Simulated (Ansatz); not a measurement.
**HfCrAgS4, one structure, two calculations**

Cell: a Materials Project structure (computed, not necessarily an observed phase), taken as it stands.

```
Hf Cr Ag S
1.0
     6.10042    0.00000    0.00000
     0.00000    3.61061    0.00000
    -0.26778    0.00000   12.92862
Hf Cr Ag S
2 2 2 8
Cartesian
  2.9274 1.8053 9.6545
  2.9053 1.8053 3.2742
  0.0210 0.0000 3.1705
  5.8116 0.0000 9.7581
  3.0502 1.8053 0.0000
  -0.1339 0.0000 6.4643
  0.8965 1.8053 1.7872
  4.9362 1.8053 11.1414
  3.8930 0.0000 8.1883
  1.9397 0.0000 4.7403
  4.0799 0.0000 1.8421
  1.7528 0.0000 11.0865
  0.6857 1.8053 8.4032
  5.1470 1.8053 4.5254
```

Atom numbers follow the list; atoms alike are taken as one site, whose name carries the number of the first.

First run. Computed with Ansatz: DFT, PBE, plane waves and PAW, scalar-relativistic, collinear spin, 420 eV cutoff, Γ-centred 5×8×3 k-points, Fermi–Dirac smearing 0.02 eV. Start moments as typed (μB): 3 on each Cr, none on the rest.

```csv
site,atom,V_zz (10²¹ V/m²),η,m (μB)
Hf,1,-5.79,0.66,0.02
Cr,3,1.26,0.02,2.65
Ag5,5,-1.39,0.61,0.01
Ag6,6,-2.23,0.77,0.01
S7,7,-7.40,0.22,-0.01
S9,9,4.13,0.99,-0.01
S11,11,4.20,0.53,-0.01
S13,13,-4.50,0.64,-0.02
```

Second run. The same atoms and settings, except that the start moments (μB) are 0 0 3 -3 0 0 0 0 0 0 0 0 0 0 by atom.

Problem. Given the first result, estimate the second.

Solution. 

```tsv
site	atom	V_zz	η	change of V_zz	m (μB)
Hf	1	-5.76	0.67	+0.03	-0.02
Cr	3	1.23	0.05	-0.03	2.64
Ag5	5	-1.41	0.60	-0.02	0.00
Ag6	6	-2.21	0.78	+0.02	0.00
S7	7	-7.38	0.22	+0.02	-0.02
S9	9	4.14	0.98	+0.01	0.01
S11	11	4.22	0.53	+0.02	-0.01
S13	13	-4.47	0.65	+0.03	0.03
```

The largest change of V_zz is on Cr, from 1.26 to 1.23. In per cent, |V_zz| changes by -1 on Hf, -3 on Cr, -1 to +2 on Ag, -1 to 0 on S (all sites that start above 0.5).

Without spin–orbit coupling the gradients at and beside Hf can be off by some per cent, at some sites by more. The magnetic order is the one that the run reached from its start moments, not necessarily the measured one.
For the first run: All moments are parallel here, as the start or the cell imposes; many such compounds order antiparallel, where fields and spin densities carried over to other atoms largely cancel.
